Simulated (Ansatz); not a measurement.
CaAl2Si6O16 — coordination and ²⁷Al quadrupole coupling

Cell: a Materials Project structure (computed, not necessarily an observed phase).

```
Ca Al Si O
1.0
     4.98720    0.00000    0.00000
     0.25956    8.58222    0.00000
     0.11702    0.11266    8.80612
Ca Al Si O
1 2 6 16
Direct
  0.83211 0.96125 0.50790
  0.60810 0.67025 0.68413
  0.85197 0.82599 0.18487
  0.89904 0.19657 0.17589
  0.59544 0.30383 0.66393
  0.41434 0.33213 0.33609
  0.09940 0.16476 0.82780
  0.36403 0.69854 0.35729
  0.11418 0.80947 0.84281
  0.98563 0.80295 0.00879
  0.50168 0.76714 0.51158
  0.33542 0.28260 0.77689
  0.15735 0.23684 0.28000
  0.22415 0.98964 0.80722
  0.32569 0.50857 0.37907
  0.79837 0.02776 0.23449
  0.70392 0.47542 0.66053
  0.84391 0.17628 0.70687
  0.65619 0.32527 0.20911
  0.51976 0.23729 0.49262
  0.98384 0.20515 0.99636
  0.06619 0.78288 0.34323
  0.35876 0.68716 0.82000
  0.55215 0.73326 0.21268
  0.88337 0.79185 0.71174
```

Sites (sets of like atoms) are named by element and the number of their first atom in this list.

Level of theory: DFT, r2SCAN, plane waves and PAW, scalar-relativistic, 500 eV cutoff, Γ-centred 5×3×3 k-points, Fermi–Dirac smearing 0.02 eV (Ansatz 0.2.0).

Q(²⁷Al) = 146.6 mb.

(1) Order the Al environments from the weakest to the strongest quadrupole coupling.
A. Al2: 4 O at 1.72–1.80 Å
B. Al3: 4 O at 1.69–1.80 Å

Results:

(1) A (7.16 MHz, η = 0.53), B (8.96 MHz, η = 0.80).

Like point charges on the first shell alone (each adding as 1/d³) would give the same order.

At this cell the principal stresses reach 5 GPa in size with r2SCAN, which can matter for small gradients. The largest force is 0.4 eV/Å, so the atoms aren't at the calculated equilibrium and relaxing them would move these values. With these PAW files V_zz is typically within 2 to 3 % of all-electron values, but misses above 10 % occur on Al.
